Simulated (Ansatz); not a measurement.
Cu:
Space group P4₂/mnm (No. 136); a = 8.714 Å, b = 8.714 Å, c = 4.613 Å, α = 90.00°, β = 90.00°, γ = 90.00°

| atom | site | symmetry | x | y | z |
|---|---|---|---|---|---|
| Cu | 8i | m.. | 0.1333 | 0.5380 | 0.0000 |
| Cu | 8i | m.. | 0.0665 | 0.2646 | 0.0000 |
| Cu | 8j | ..m | 0.3182 | 0.3182 | 0.2493 |
| Cu | 4g | m.2m | 0.0987 | 0.0987 | 0.5000 |
| Cu | 2a | m.mm | 0.0000 | 0.0000 | 0.0000 |

Relaxed at zero pressure with r²SCAN in the plane-wave PAW code Ansatz.

Question: The volume is raised by 6 % and shape and atoms relax at that volume. What pressure results, and how do the axes share the change?

Answer: -7.8 GPa; a 1.9 %, b 1.9 %, c 2.0 %; the energy rises by 18 meV/atom.

Question: Give the new structure.

Answer: 
Space group P4₂/mnm (No. 136); a = 8.8826 Å, b = 8.8826 Å, c = 4.7058 Å, α = 90.00°, β = 90.00°, γ = 90.00°

```tsv
atom	site	symmetry	x	y	z
Cu	8i	m..	0.1331	0.5378	0.0000
Cu	8i	m..	0.0667	0.2644	0.0000
Cu	8j	..m	0.3184	0.3184	0.2494
Cu	4g	m.2m	0.0986	0.0986	0.5000
Cu	2a	m.mm	0.0000	0.0000	0.0000
```

The phase is kept; no other phase was compared at this pressure.

Space group P4_2/mnm. The start of the workflow was typed in or built on a structure type; neither database checked (COD, Materials Project) lists it. It is not the phase usual at ambient conditions (space group No. 225). The cell was relaxed with r²SCAN under the symmetry of its start; whether a distortion lowers the energy is not shown. The run is not spin-polarised. Axis ratios of metals converge slowly with the k-mesh, so a and c are less sure than the volume.

Potentials: the later of the program's two PAW sets.
